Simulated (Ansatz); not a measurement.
Theory: Ansatz 0.2.0, DFT PBEsol, scalar-relativistic, plane waves, PAW.

Structure of WSe2:

```
W Se
1.0
     3.27090    0.00000    0.00000
    -1.63545    2.83268    0.00000
     0.00000    0.00000   29.18475
W Se
3 6
Direct
  0.66667 0.33333 0.00000
  0.33333 0.66667 0.77346
  0.33333 0.66667 0.22654
  0.33333 0.66667 0.05737
  0.66667 0.33333 0.83084
  0.66667 0.33333 0.28383
  0.33333 0.66667 0.94263
  0.66667 0.33333 0.71617
  0.66667 0.33333 0.16916
```

Settings: cutoff 420 eV, Γ-centred mesh 12×12×1 on the computed 9-atom cell, Gaussian smearing of 0.02 eV; no spin polarisation.

Levels along Γ–M–K–Γ–A–L–H–A | L–M | H–K, in eV from a zero inside the gap, sorted by energy at each point. Points in fractions of the primitive reciprocal vectors: Γ (0.000 0.000 0.000), M (0.500 0.000 0.000), K (0.333 0.333 0.000), A (0.000 0.000 0.500), L (0.500 0.000 0.500), H (0.333 0.333 0.500).
```csv
point,"k (1/Å, with 2π)",band 66,band 67,band 68,band 69,band 70,band 71,band 72
Γ,0.000,-1.92,-1.42,-0.91,-0.62,2.27,2.27,2.29
-,0.158,-1.76,-1.41,-0.94,-0.71,2.10,2.10,2.10
-,0.317,-1.75,-1.44,-1.13,-1.01,1.43,1.57,1.75
-,0.475,-2.00,-1.62,-1.52,-1.48,1.00,1.25,1.55
-,0.634,-2.10,-1.97,-1.89,-1.85,0.99,1.26,1.58
-,0.792,-1.96,-1.89,-1.83,-1.79,1.30,1.51,1.58
-,0.951,-1.83,-1.73,-1.66,-1.60,1.69,1.71,1.72
M,1.109,-1.76,-1.68,-1.61,-1.54,1.76,1.77,1.78
-,1.200,-2.06,-1.51,-1.44,-1.38,1.74,1.75,1.77
-,1.292,-2.55,-1.38,-1.29,-1.23,1.66,1.71,1.75
-,1.383,-2.82,-1.28,-1.19,-1.11,1.54,1.60,1.64
-,1.475,-2.85,-1.18,-1.08,-1.00,1.39,1.43,1.46
-,1.566,-2.92,-1.05,-0.96,-0.88,1.20,1.22,1.23
-,1.658,-3.02,-0.91,-0.83,-0.75,1.02,1.02,1.02
K,1.749,-3.09,-0.85,-0.77,-0.69,0.94,0.94,0.94
-,1.932,-2.87,-1.08,-1.01,-0.94,1.14,1.21,1.27
-,2.115,-2.53,-1.38,-1.34,-1.31,0.95,1.24,1.59
-,2.298,-2.19,-1.53,-1.50,-1.49,0.62,0.92,1.26
-,2.481,-1.80,-1.60,-1.54,-1.52,0.75,1.02,1.32
-,2.664,-1.65,-1.45,-1.21,-1.13,1.25,1.43,1.63
-,2.847,-1.72,-1.40,-0.95,-0.74,2.00,2.03,2.04
Γ,3.030,-1.92,-1.42,-0.91,-0.62,2.27,2.27,2.29
-,3.045,-1.92,-1.42,-0.91,-0.62,2.27,2.27,2.29
-,3.061,-1.92,-1.42,-0.91,-0.62,2.27,2.27,2.29
-,3.076,-1.92,-1.42,-0.91,-0.62,2.27,2.27,2.29
-,3.091,-1.92,-1.42,-0.91,-0.62,2.27,2.27,2.29
-,3.107,-1.92,-1.42,-0.91,-0.62,2.27,2.27,2.29
-,3.122,-1.92,-1.42,-0.91,-0.62,2.27,2.27,2.29
A,3.138,-1.92,-1.42,-0.91,-0.62,2.27,2.27,2.29
-,3.296,-1.76,-1.41,-0.94,-0.71,2.10,2.10,2.10
-,3.454,-1.75,-1.44,-1.13,-1.01,1.43,1.57,1.75
-,3.613,-2.00,-1.62,-1.52,-1.48,1.00,1.25,1.55
-,3.771,-2.10,-1.97,-1.89,-1.85,0.99,1.26,1.58
-,3.930,-1.96,-1.89,-1.83,-1.79,1.30,1.51,1.58
-,4.088,-1.83,-1.73,-1.66,-1.60,1.69,1.71,1.72
L,4.247,-1.76,-1.68,-1.61,-1.54,1.76,1.77,1.78
-,4.338,-2.06,-1.51,-1.44,-1.38,1.74,1.75,1.77
-,4.430,-2.55,-1.38,-1.29,-1.23,1.66,1.71,1.75
-,4.521,-2.82,-1.28,-1.19,-1.11,1.54,1.60,1.64
-,4.613,-2.85,-1.18,-1.08,-1.00,1.39,1.43,1.46
-,4.704,-2.92,-1.05,-0.96,-0.88,1.20,1.22,1.23
-,4.795,-3.02,-0.91,-0.83,-0.75,1.02,1.02,1.02
H,4.887,-3.09,-0.85,-0.77,-0.69,0.94,0.94,0.94
-,5.070,-2.87,-1.08,-1.01,-0.94,1.14,1.21,1.27
-,5.253,-2.53,-1.38,-1.34,-1.31,0.95,1.24,1.59
-,5.436,-2.19,-1.53,-1.50,-1.49,0.62,0.92,1.26
-,5.619,-1.80,-1.60,-1.54,-1.52,0.75,1.02,1.32
-,5.802,-1.65,-1.45,-1.21,-1.13,1.25,1.43,1.63
-,5.985,-1.72,-1.40,-0.95,-0.74,2.00,2.03,2.04
A,6.168,-1.92,-1.42,-0.91,-0.62,2.27,2.27,2.29
L,6.168,-1.76,-1.68,-1.61,-1.54,1.76,1.77,1.78
-,6.183,-1.76,-1.68,-1.61,-1.54,1.76,1.77,1.78
-,6.198,-1.76,-1.68,-1.61,-1.54,1.76,1.77,1.78
-,6.214,-1.76,-1.68,-1.61,-1.54,1.76,1.77,1.78
-,6.229,-1.76,-1.68,-1.61,-1.54,1.76,1.77,1.78
-,6.245,-1.76,-1.68,-1.61,-1.54,1.76,1.77,1.78
-,6.260,-1.76,-1.68,-1.61,-1.54,1.76,1.77,1.78
M,6.275,-1.76,-1.68,-1.61,-1.54,1.76,1.77,1.78
H,6.275,-3.09,-0.85,-0.77,-0.69,0.94,0.94,0.94
-,6.291,-3.09,-0.85,-0.77,-0.69,0.94,0.94,0.94
-,6.306,-3.09,-0.85,-0.77,-0.69,0.94,0.94,0.94
-,6.321,-3.09,-0.85,-0.77,-0.69,0.94,0.94,0.94
-,6.337,-3.09,-0.85,-0.77,-0.69,0.94,0.94,0.94
-,6.352,-3.09,-0.85,-0.77,-0.69,0.94,0.94,0.94
-,6.367,-3.09,-0.85,-0.77,-0.69,0.94,0.94,0.94
K,6.383,-3.09,-0.85,-0.77,-0.69,0.94,0.94,0.94
```

Spin-orbit coupling is left out, which matters for the bands of heavy elements. The cell holds layers, and where no dispersion correction was added their binding is poorly described.

This form isn't the usual stable structure of the compound.

Cost: 1 run of about 7.4 core-minutes, on Intel Xeon Platinum 8259CL (Skylake/Cascade Lake) (shared hosts).